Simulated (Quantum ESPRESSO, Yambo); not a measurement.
**Quasiparticle gap of AlP at -3 % isotropic strain**

```xyz
2
Lattice="0.0000 2.6528 2.6528 2.6528 0.0000 2.6528 2.6528 2.6528 0.0000" Properties=species:S:1:pos:R:3 pbc="T T T"
Al     0.0000     0.0000     0.0000
P      1.3264     1.3264     1.3264
```

The PBEsol cell relaxed from Materials Project entry mp-1550 was given an isotropic strain of -3 % on all lattice vectors, and the atoms were relaxed again.

Starting point: PBEsol (pw.x of Quantum ESPRESSO, ONCV potentials, scalar-relativistic). G0W0 in Yambo: 4×4×4 Γ-centred k mesh, 149 bands and a 14 Ry block in the screening, 149 bands in G with the Bruneval-Gonze terminator, plasmon pole fitted at 27.2 eV.

```json
{
 "PBEsol gap along the band path": "1.25 eV",
 "PBEsol gap between the mesh's edge points (Γ → X)": "1.25 eV",
 "G0W0 gap between the same points": "2.30 eV",
 "PBEsol smallest direct gap on the mesh (at X)": "3.56 eV",
 "G0W0 direct gap at that point": "4.67 eV"
}
```

```tsv
k point	band	E PBEsol (eV)	E QP (eV)	shift (eV)	Z
Γ	VB	0.00	-0.96	-0.96	0.78
Γ	CB	3.90	3.99	0.09	0.79
L	VB	-0.82	-1.81	-0.99	0.77
L	CB	3.04	3.18	0.14	0.79
X	VB	-2.31	-3.33	-1.02	0.77
X	CB	1.25	1.34	0.09	0.80
```

Energies count from the PBEsol valence-band maximum.

Convergence of the G0W0 settings was not tested.
